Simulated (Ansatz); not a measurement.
## Sn$_{5}$PbS$_{6}$: computed properties

Computed with Ansatz 0.2.0, DFT PBE, scalar-relativistic, plane waves, PAW.

Settings: cutoff 420 eV, Γ-centred mesh 8×8×2 on the computed 12-atom cell, Gaussian smearing of 0.02 eV; no spin polarisation.

The structure is relaxed at this level of theory with its symmetry kept, and needn't be the ground state of this composition.

```yaml
crystal:
  lattice:
    - [4.15510, 0.00000, 0.00000]
    - [0.00000, 4.15510, 0.00000]
    - [0.00000, 0.00000, 17.63158]
  atoms:
    - { symbol: Sn, position: [0.00000, 0.00000, 0.66585] }
    - { symbol: Sn, position: [0.50000, 0.50000, 0.83142] }
    - { symbol: Sn, position: [0.50000, 0.50000, 0.16858] }
    - { symbol: Sn, position: [0.00000, 0.00000, 0.33415] }
    - { symbol: Sn, position: [0.50000, 0.50000, 0.50000] }
    - { symbol: Pb, position: [0.00000, 0.00000, 0.00000] }
    - { symbol: S, position: [0.00000, 0.00000, 0.82949] }
    - { symbol: S, position: [0.50000, 0.50000, 0.00000] }
    - { symbol: S, position: [0.00000, 0.00000, 0.17051] }
    - { symbol: S, position: [0.50000, 0.50000, 0.33364] }
    - { symbol: S, position: [0.00000, 0.00000, 0.50000] }
    - { symbol: S, position: [0.50000, 0.50000, 0.66636] }
```

Q: Formation energy from the elements' standard states (uncorrected)?

A: -0.433 eV/atom.

Q: Kohn–Sham band gap?

A: 0.02 eV.

Q: Orbital (Löwdin) character of the top 1 eV of the valence band?

A: S 3p 52 %, Sn 5s 24 %, Sn 5p 16 %.

Q: Orbital (Löwdin) character of the lowest 1 eV of the conduction band?

A: Sn 5p 59 %, S 3s 13 %, S 3p 12 %, Pb 6p 8 %.

Spin-orbit coupling is left out, which matters for the bands of heavy elements.

The cell was found from a structure generator's guess, not taken from experiment. Kohn–Sham gaps at this level usually fall short of measured ones. Löwdin shares on free-atom orbitals overweight diffuse shells in the empty bands.
